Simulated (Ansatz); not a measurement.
Relaxed-ion elastic tensor of LiF in space group P6_3/mmc (No. 194; Li on 2d, F on 2c) in GPa (Voigt order), r²SCAN (plane waves, PAW; program Ansatz); density 2.31 g/cm³, 9.31 Å³ per atom.

```
      1     2     3     4     5     6
-  ----  ----  ----  ----  ----  ----
1  85.6  63.0  39.3   0.0   0.0   0.0
2  63.0  85.6  39.3   0.0   0.0   0.0
3  39.3  39.3   118   0.0   0.0   0.0
4   0.0   0.0   0.0  53.8   0.0   0.0
5   0.0   0.0   0.0   0.0  53.8   0.0
6   0.0   0.0   0.0   0.0   0.0  11.3
```

Is the crystal mechanically stable?

Yes: the smallest eigenvalue of C is 11.3 GPa.

Work out the Voigt, Reuss and Hill averages.

K_V = 63.6, K_R = 63.5, K_H = 63.5; G_V = 33.6, G_R = 20.8, G_H = 27.2 GPa.

Give Young's modulus, Poisson's ratio, Pugh's ratio and the universal anisotropy index.

E = 9KG/(3K + G) = 71.4 GPa; ν = 0.31; K/G = 2.34 (ductile by the Pugh limit of 1.75); A_U = 5G_V/G_R + K_V/K_R − 6 = 3.10.

Estimate the sound speeds and the Debye temperature.

v_l = √((K + 4G/3)/ρ) = 6570 m/s, v_t = √(G/ρ) = 3430 m/s, mean 3840 m/s; Θ = (h/k)(3n/4πV)^(1/3) v_m = 543 K.

How much does each axis shrink under pressure?

Linear compressibilities β_i = Σ_j S_ij (j = 1 to 3): x 5.4, y 5.4, z 4.9 per TPa.

The start of the workflow was typed in or built on a structure type; neither database checked (COD, Materials Project) lists it. It is not the phase usual at ambient conditions (space group No. 225). The r²SCAN relaxation kept the symmetry of its start; whether a distortion lowers the energy is not shown.

Potentials: the earlier of the program's two PAW sets.
